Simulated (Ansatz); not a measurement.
## Property card for NaCl

NaCl:
```
NaCl
1.0
    3.85714     0.00000     0.00000
   -1.92857     3.34038     0.00000
    0.00000     0.00000     6.98530
Na Cl
2 2
Direct
  0.66667   0.33333   0.25000
  0.33333   0.66667   0.75000
  0.00000   0.00000   0.00000
  0.00000   0.00000   0.50000
```

Space group P6_3/mmc (No. 194), NiAs type; conventional cell a = 3.8571 Å, b = 3.8571 Å, c = 6.9853 Å, α = 90.00°, β = 90.00°, γ = 120.00°.

Method: the program Ansatz at the PBEsol level (PAW). Geometry: relaxed at this level of theory. Other levels are named where they apply.

Cell and energy:

```json
{
 "volume_per_atom": "22.50 Å³",
 "density": "2.16 g/cm³",
 "Formation energy from the elements (no fitted shifts)": "-1.75 eV/atom"
}
```

Electronic structure:

```json
{
 "band_gap": "4.38 eV (indirect)",
 "valence_band_maximum": "at K",
 "conduction_band_minimum": "at Γ",
 "smallest_direct_gap_on_the_standard_path": "4.56 eV",
 "electron_effective_mass": "0.39 mₑ (isotropic)",
 "hole_effective_mass": "0.50, 15, 15 mₑ (principal values)",
 "HSE06 gap on the PBEsol cell": "5.87 eV"
}
```

Mechanics:

```json
{
 "Bulk modulus (Birch–Murnaghan fit)": "24.5 GPa",
 "Pressure derivative B′": "4.6",
 "Elastic constants (relaxed ions, GPa)": "C11 = 41.5, C12 = 15.9, C13 = 10.6, C33 = 70.3, C44 = 8.9",
 "mechanical_stability": "stable (all eigenvalues of C positive)",
 "hill_bulk_and_shear_moduli": "24.9 and 12.9 GPa",
 "Young's modulus": "32.9 GPa",
 "Poisson's ratio": "0.28",
 "debye_temperature_from_the_elastic_constants": "287 K"
}
```

Dielectric response:

```json
{
  "Electronic dielectric constant ε∞ (DFPT)": "2.53 (xx = yy), 2.59 (zz)",
  "Static dielectric constant ε0 (ions relaxed, cell fixed)": "6.62 (xx = yy), 6.80 (zz)",
  "Born charges (a third of the trace)": "Na +1.10, Cl -1.10 e"
}
```

Phonons:

```json
{
 "Highest zone-centre frequency (without LO–TO term)": "217 cm⁻¹",
 "zone_centre_stability": "no imaginary mode at Γ",
 "dynamical_stability_on_the_path": "stable (no imaginary branch)",
 "zero_point_energy": "25.3 meV/atom",
 "Vibrational entropy at 300 K": "37.6 J/(K·mol of atoms)"
}
```

The workflow started from a Materials Project entry (that database holds measured and hypothetical structures alike); the Crystallography Open Database copy checked does not list it. It is not the phase usual at ambient conditions (space group No. 225). The PBEsol relaxation kept the symmetry of its start. The references are the lowest solids computed at this level, not always the standard phases (solids in place of the gases).

Potentials: the later of the program's two PAW sets.
